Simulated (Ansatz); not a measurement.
K2PtC6N6: field gradients at two levels of theory

Cell: a structure deposited in the COD whose atoms were relaxed with PBE, the cell held.

```cif
data_K2PtC6N6
_symmetry_space_group_name_H-M 'P-31m'
_symmetry_Int_Tables_number 162
_cell_length_a 7.3928
_cell_length_b 7.3928
_cell_length_c 6.6613
_cell_angle_alpha 90.000
_cell_angle_beta 90.000
_cell_angle_gamma 120.000
loop_
_atom_site_label
_atom_site_type_symbol
_atom_site_symmetry_multiplicity
_atom_site_Wyckoff_symbol
_atom_site_fract_x
_atom_site_fract_y
_atom_site_fract_z
K K 2 d 0.3333 0.6667 0.5000
Pt Pt 1 a 0.0000 0.0000 0.0000
C C 6 k 0.2230 0.2230 0.1740
N N 6 k 0.3513 0.3513 0.2751
```

One atom of each set is listed.

First run. Level of theory: DFT, PBE, plane waves and PAW, scalar-relativistic, 420 eV cutoff, Γ-centred 5×5×5 k-points, Fermi–Dirac smearing 0.05 eV (Ansatz 0.2.0).

```
site  V_zz (10²¹ V/m²)     η
   K              0.75  0.00
  Pt             -0.48  0.00
   C             -3.97  0.08
   N             -7.23  0.00
```

Second run. The same atoms and settings, except that the functional is r2SCAN and the cutoff is 500 eV.

(1) What does the second run give?

## Answers

(1) 

```
site   V_zz     η  change of V_zz
   K   0.77  0.00           +0.02
  Pt  -0.35  0.00           +0.13
   C  -4.32  0.07           -0.35
   N  -7.45  0.00           -0.22
```

The largest change of V_zz is on C, from -3.97 to -4.32. In per cent, |V_zz| changes by +2 on K, +9 on C, +3 on N (all sites that start above 0.5).

Spin–orbit coupling is left out, which shifts gradients on Pt by a few per cent, and by more where contributions nearly cancel. The database entry as given showed forces above 3 eV/Å or a pressure above 30 GPa, though relaxing it moves no atom far.
For the second run: The largest force is 0.9 eV/Å, so the atoms aren't at the calculated equilibrium and relaxing them would move these values. With these PAW files V_zz is typically within 2 to 3 % of all-electron values, but misses above 10 % occur on Pt.
